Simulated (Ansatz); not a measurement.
The slice is one period of a {100} plane through atoms; its size isn't given.

These are PBE (plane waves to 420 eV, PAW, scalar-relativistic; Ansatz, an electronic-structure program) values and carry that method's errors. Inside the PAW spheres the values are not all-electron values, and peaks at nuclei hang on which shells count as valence.

```
|8888887755442211000000000011224455778888|
|8888776655332211110000001111223355667788|
|7777665544332211111122111111223344556677|
|6655554433222222333344333322222233445555|
|4444333322223344556666665544332222333344|
|2222222222334466778888887766443322222222|
|1111111122446677889999998877664422111111|
|0000111133557788999999999988775533111100|
|0000001133668899999999999999886633110000|
|0000002244668899999999999999886644220000|
|0000001133668899999999999999886633110000|
|0000111133557788999999999988775533111100|
|1111111122446677889999998877664422111111|
|2222222222334466778888887766443322222222|
|4444333322223344556666665544332222333344|
|6655554433222222333344333322222233445555|
|7777665544332211111122111111223344556677|
|8888776655332211110000001111223355667788|
|8888887755442211000000000011224455778888|
|8888887766442211000000000011224466778888|
```
Scale: ten equal steps from -0.66 (start of '0') to 0.72 (end of '9'), in the order '0123456789'. Values: log₁₀ of the valence density in e/Å³. The map has 20 points along u (two characters each, u = 0 at the left) and 20 along v (v = 0 in the bottom row). The scale is logarithmic, as a density can span decades between atoms and voids.

```
|xxxxxx999999663311000000113366999999xxxx|
|xxxx8899998844110000000000114488999988xx|
|8899999988552200000000000000225588999999|
|9999998866220000112233221100002266889999|
|9999885522000022557777775522000022558899|
|7766442200002266889999998866220000224466|
|4433110000226688999999999988662200001133|
|111100001155889988xxxxxx8899885511000011|
|0000000022779999xxxxxxxxxx99997722000000|
|0000000033779999xxxxxxxxxx99997733000000|
|0000000022779999xxxxxxxxxx99997722000000|
|111100001155889988xxxxxx8899885511000011|
|4433110000226688999999999988662200001133|
|7766442200002266889999998866220000224466|
|9999885522000022557777775522000022558899|
|9999998866220000112233221100002266889999|
|8899999988552200000000000000225588999999|
|xxxx8899998844110000000000114488999988xx|
|xxxxxx999999663311000000113366999999xxxx|
|xxxxxx889999774411000000114477999988xxxx|
```
Scale: ten equal steps from 0.14 (start of '0') to 0.81 (end of '9'), in the order '0123456789'. Values: electron localisation function (ELF). The map has 20 points along u (two characters each, u = 0 at the left) and 20 along v (v = 0 in the bottom row). Points within 0.4 Å of a nucleus are blanked (x), as the pseudised field means little there.

### Question
Which relaxed crystal do these maps come from?
(A) TiC (rock salt)
(B) NbN (rock salt)
(C) VN (rock salt)

### Answer
B, NbN (rock salt). Atoms on the slice: N at (0.00, 0.00); Nb at (0.50, 0.50)

All were relaxed with their symmetry unable to fall. NbN is run without spin polarisation. This is a high-temperature form of NbN. TiC is run without spin polarisation. VN is run without spin polarisation.
